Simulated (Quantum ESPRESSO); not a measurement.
SnO$_{2}$ has the tetragonal space group P4₂/mnm (No. 136), the rutile structure, Pearson symbol tP6. Conventional cell: a = 4.7665 Å, b = 4.7665 Å, c = 3.2121 Å, α = 90.00°, β = 90.00°, γ = 90.00°. O on 4g is coordinated by 3 Sn at 2.065–2.070 Å (trigonal planar). Sn on 2a has 6 O at 2.065–2.070 Å (octahedral). (Neighbours: up to the widest gap in distance over summed covalent radii, below 1.35, at either atom; cation-cation contacts left out.)

Cell and atoms were relaxed with PBEsol from Materials Project entry mp-550172, within its symmetry.

Task: What does PBE (pw.x of Quantum ESPRESSO, ONCV potentials, without SOC) give for the electronic structure near the Fermi level?

Result: The PBE gap is direct, 1.03 eV at Γ. Spin-orbit splittings are left out.
